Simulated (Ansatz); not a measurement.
## MgO (rock salt): map of one atom of the cell

Relaxed MgO (rock salt):

```
MgO
1.0
    0.00000     2.12687     2.12687
    2.12687     0.00000     2.12687
    2.12687     2.12687     0.00000
O Mg
1 1
Direct
  0.00000   0.00000   0.00000
  0.50000   0.50000   0.50000
```

In this cell atom 1 (O, nearest neighbour Mg at 2.127 Å; its periodic images, 3.0 Å or more away, move with it) is moved by u·(1.000, 0.000, 0.000) + v·(0.000, 1.000, 0.000); the rest is frozen.

The numbers are results of PBE (plane waves to 420 eV, PAW, scalar-relativistic; Ansatz, a quantum-chemistry and plane-wave program), not measurements. k mesh 11×11×11 (Γ-centred), Fermi-Dirac smearing 0.05 eV. The energy includes the smearing's −TS. Fu and Fv are the components of the force on the atom. MgO was relaxed with its symmetry unable to fall. ΔE is measured from the undisplaced structure. Axes are in Å.

ΔE (eV/cell), with u across and v down:

```tsv
v \ u	-0.320	-0.160	0.000	0.160	0.320
-0.320	0.555	0.377	0.340	0.377	0.555
-0.160	0.377	0.126	0.066	0.126	0.377
0.000	0.340	0.066	0.000	0.066	0.340
0.160	0.377	0.126	0.066	0.126	0.377
0.320	0.555	0.377	0.340	0.377	0.555
```

Fv (eV/Å), with u across and v down:

```tsv
v \ u	-0.320	-0.160	0.000	0.160	0.320
-0.320	1.93	2.58	2.78	2.58	1.93
-0.160	0.53	0.82	0.90	0.82	0.53
0.000	0.00	0.00	0.00	0.00	0.00
0.160	-0.53	-0.82	-0.90	-0.82	-0.53
0.320	-1.93	-2.58	-2.78	-2.58	-1.93
```

Summary:

- Lowest place on the grid = u = 0.000 Å, v = 0.000 Å (0 meV/cell)
- Highest place on the grid, met at several equal points = u = -0.320 Å, v = -0.320 Å; u = 0.320 Å, v = -0.320 Å; u = -0.320 Å, v = 0.320 Å; u = 0.320 Å, v = 0.320 Å (555 meV/cell)

(A displaced cell: forces are minus the slopes of the energy, force constants its curvatures, and phonons follow from these.)
